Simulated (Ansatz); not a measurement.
Al₂W:
```xyz
6
Lattice="0.0000 4.1442 4.4505 2.4643 0.0000 4.4505 2.4643 4.1442 0.0000" Properties=species:S:1:pos:R:3 pbc="T T T"
Al     1.2322     0.6900     2.2253
Al     1.2322     3.4542     2.2253
Al     2.4643     1.3821     4.4505
Al     2.4643     6.9062     4.4505
W      3.6965     6.2163     6.6758
W      2.4643     4.1442     4.4505
```

Relaxed with r²SCAN.

### Question
Give the Bader charges and basin volumes of the independent atoms, r²SCAN (plane waves, PAW; program Ansatz).

### Answer


```
atom  Bader charge (e)  Bader volume (Å³)
----  ----------------  -----------------
Al1              +1.36                8.3
W5               -2.71               28.9
```

Space group Fddd. The start of the workflow was typed in or built on a structure type; neither database checked (COD, Materials Project) lists it. Whether it is the stable phase at ambient conditions was not checked. The cell was relaxed with r²SCAN under the symmetry of its start; whether a distortion lowers the energy is not shown. No spin polarisation was allowed. Spin–orbit coupling is left out wherever it is not named.

Potentials: the later of the program's two PAW sets.
